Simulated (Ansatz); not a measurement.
The cell of Ho2BN3 is invented: random cell by space group and Wyckoff sites (P6mm, No. 183). The dimensions are guesses.

```
Ho B N
1.0
     4.72681    0.00000    0.00000
    -2.36340    4.09354    0.00000
     0.00000    0.00000    5.49762
Ho B N
2 1 3
Direct
  0.33333 0.66667 0.50324
  0.66667 0.33333 0.50324
  0.00000 0.00000 0.70830
  0.00000 0.00000 0.49945
  0.33333 0.66667 0.06768
  0.66667 0.33333 0.06768
```

Level of theory: DFT PBE, scalar-relativistic, plane waves, PAW, and for the lanthanide a 4f-in-core norm-conserving potential, in Ansatz 0.2.0. Cutoff 690 eV, Gaussian smearing, Γ-centred meshes. Cell and atoms relax first on a coarse mesh and then on a finer one. In between, the cell is made exact in the group found at 0.06 Å. In metals the finer mesh still leaves noise of several meV/atom or more. The steps can't lower the symmetry of their start. No spin polarisation.

A guess keeps its type if space group and coordination stay and the shape of the cell changes little (axis ratios within about 15 %, angles within 6°); the volume may change.

Question: Does this structure survive the relaxation?

Answer: It doesn't keep its type. The symmetry stays P6mm (No. 183). The volume per atom grows by 11.0 %, from 17.7 to 19.7 Å³. The shortest distance goes from 1.15 Å (B–N) to 1.31 Å (B–N). The ratio c/a of the conventional cell changes by a factor of 0.60. Counting neighbours within 15 % of an atom's shortest distance, the start has B 1, Ho 7, N 1/4 and the end B 1, Ho 2, N 1/2. In detail, at the end Ho has 2 N at 2.03 Å, 3 Ho at 3.35 Å, 3 N at 3.39 Å and 3 B at 3.44 Å; B is surrounded by 1 N at 1.31 Å; around N on a site of symmetry 6mm lies 1 B at 1.31 Å; 1 more site not described.

```yaml
crystal:
  lattice:
    - [5.79571, 0.00000, 0.00000]
    - [-2.89785, 5.01923, 0.00000]
    - [0.00000, 0.00000, 4.06029]
  atoms:
    - { symbol: Ho, position: [0.33333, 0.66667, 0.54687] }
    - { symbol: Ho, position: [0.66667, 0.33333, 0.54687] }
    - { symbol: B, position: [0.00000, 0.00000, 0.74372] }
    - { symbol: N, position: [0.00000, 0.00000, 0.42048] }
    - { symbol: N, position: [0.33333, 0.66667, 0.04583] }
    - { symbol: N, position: [0.66667, 0.33333, 0.04583] }
```

The zero of energy is the elements' standard structures at the same level (N₂ as a molecule); no fitted shifts are applied.

Question: At what energy does it end?

Answer: +0.96 eV/atom. The separate elements lie lower, so it is unstable against them.

The last run used a 12×12×10 mesh (in the run's order of axes) for its 6-atom cell and Gaussian smearing of 0.10 eV. A structure relaxed within its symmetry needn't be a true minimum. Another cell of Ho2BN3 relaxed alike, in Cmmm, lies 1.96 eV/atom lower, so this cell isn't the stable form at this level.

The lanthanide is trivalent by construction, without f bands, f moments or other valences. The reference runs of the other elements, and any phases without the lanthanide, used 420 eV, which shifts energies against them by under 10 meV/atom. The lanthanide's reference is the lowest of its hcp, dhcp and fcc cells.

In counts of neighbours, a slash parts the counts of unlike sites.
